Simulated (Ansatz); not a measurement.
Sc6Te2Rh in space group P-62m (No. 189; Sc on 3f, Sc on 3g, Rh on 1b, Te on 2c) at seven volumes, r²SCAN in the plane-wave PAW code Ansatz, shape and atoms relaxed at each. One row is withheld.

```csv
V (Å³/atom),P (GPa)
20.056,9.00
20.717,?
21.379,2.52
22.040,0.00
22.701,-2.14
23.362,-3.96
24.023,-5.49
```

Fit the shown pressures and predict the withheld one.

Third-order Birch–Murnaghan: P = (3/2)B₀(x^(7/2) − x^(5/2))[1 + (3/4)(B′ − 4)(x − 1)] with x = (V₀/V)^(2/3). Least squares on the six rows gives V₀ = 22.040 Å³/atom, B₀ = 77.26 GPa, B′ = 4.47. At V = 20.717, x = 1.0421 and P = 5.49 GPa. The run itself gave 5.49 GPa.

The workflow started from an entry of the Crystallography Open Database (COD). Whether it is the stable phase at ambient conditions was not checked. Symmetry was held in the r²SCAN relaxation; whether a distortion lowers the energy is not shown. No spin polarisation was allowed. Spin–orbit coupling is left out wherever it is not named.

Potentials: the later of the program's two PAW sets.
